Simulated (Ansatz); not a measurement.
Consider the following.

VCo$_{3}$:
```yaml
crystal:
  lattice:
    - [3.46593, 0.00000, 0.00000]
    - [0.00000, 3.46593, 0.00000]
    - [0.00000, 0.00000, 3.46593]
  atoms:
    - { symbol: V, position: [0.00000, 0.00000, 0.00000] }
    - { symbol: Co, position: [0.50000, 0.50000, 0.00000] }
    - { symbol: Co, position: [0.00000, 0.50000, 0.50000] }
    - { symbol: Co, position: [0.50000, 0.00000, 0.50000] }
```

This is the PBEsol-relaxed structure.

Q: All from DFT-PBEsol in the program Ansatz with PAW potentials, unless another level is named. Estimate the highest zone-centre frequency.

A: 280 cm⁻¹.

Q: Give the Debye temperature from the elastic constants.

A: 644 K.

Space group Pm-3m (Cu3Au type). The first step of the workflow began from a Materials Project structure, measured or hypothetical; the Crystallography Open Database copy checked does not list it. With V and Co taken as one species the cell has the higher symmetry Fm-3m, so it may be an ordered model of a mixed-site phase. Its standing as an ambient phase is unchecked. The cell was relaxed with PBEsol under the symmetry of its start; of distortions, only those at the zone centre were tested. The run is not spin-polarised. As this level gives no gap, shear constants depend on the k-mesh and smearing (Fermi–Dirac, 0.1 eV here). As this level gives no gap, phonon frequencies hold no LO–TO term and depend on the k-mesh and smearing (Fermi–Dirac, 0.1 eV here). On the denser mesh and wider smearing of the elastic run this cell carries a stress of 0.3 GPa.

Potentials: the earlier of the program's two PAW sets.
